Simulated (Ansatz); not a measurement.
SnS2:
```xyz
6
Lattice="3.6313 0.0000 0.0000 -1.8156 3.1448 0.0000 0.0000 0.0000 11.4218" Properties=species:S:1:pos:R:3 pbc="T T T"
Sn     0.0000     2.0965     7.1399
Sn     1.8156     1.0483     1.4290
S      1.8156     1.0483     8.6057
S      0.0000     2.0965     2.8948
S      0.0000     0.0000    11.3812
S      0.0000     0.0000     5.6703
```

Tensor components refer to the Cartesian frame of this cell.

### Question
Give the high-frequency dielectric tensor and the Born effective charge tensors of the independent atoms from DFPT, DFT-LDA in the program Ansatz with PAW potentials.

### Answer

ε∞:
```
9.26  0.00  0.00
0.00  9.26  0.00
0.00  0.00  7.72
```
Z* of atom 1 (Sn), rows: field, columns: displacement, in e:
```
4.88  0.00  0.00
0.00  4.88  0.00
0.00  0.00  1.99
```
Z* of atom 3 (S), rows: field, columns: displacement, in e:
```
-2.46   0.00   0.00
 0.00  -2.46   0.00
 0.00   0.00  -0.96
```
Z* of atom 5 (S), rows: field, columns: displacement, in e:
```
-2.42   0.00   0.00
 0.00  -2.42   0.00
 0.00   0.00  -1.03
```

Static charges for comparison (Bader): Sn1 +1.45, S3 -0.73, S5 -0.73 e. Born charges measure polarisation by displacement and can exceed these by far.

Space group P6_3mc. The workflow started from a Materials Project entry (that database holds measured and hypothetical structures alike); the Crystallography Open Database copy checked does not list it. It is not the phase usual at ambient conditions (space group No. 164). The LDA relaxation kept the symmetry of its start; whether a distortion lowers the energy is not shown. A crystal of weakly bound layers computed without a dispersion correction: the cell and the soft elastic constants depend strongly on that. Spin–orbit coupling is left out wherever it is not named.

Potentials: the later of the program's two PAW sets.
